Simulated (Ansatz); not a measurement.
Given:

SnTe (rock salt)

```
CELL_PARAMETERS angstrom
      0.00000     3.18510     3.18510
      3.18510     0.00000     3.18510
      3.18510     3.18510     0.00000
ATOMIC_POSITIONS crystal
  Te 0.00000 0.00000 0.00000
  Sn 0.50000 0.50000 0.50000
```

The volume is varied about the relaxed value V₀ at fixed cell shape. Symmetry pins the atoms to their sites.

Method: r2SCAN (plane waves to 500 eV, PAW, scalar-relativistic; Ansatz, a quantum-chemistry and plane-wave program). k mesh 9×9×9 (Γ-centred), Fermi-Dirac smearing 0.05 eV. Energies are smeared free energies. Stress and pressure are positive under compression. SnTe was relaxed with its symmetry unable to fall. Spin-orbit coupling is left out, though Te is heavy. ΔE is measured from the relaxed starting cell.

The scan covers V/V₀ from 0.900 to 1.100 in 11 points.

What is the fitted pressure derivative B₀′?

4.4.

What bulk modulus B₀ follows from a third-order Birch-Murnaghan fit?

44.1 GPa.

(A scan under strain: stresses follow from slopes of the energy per volume, elastic moduli from its curvatures.)
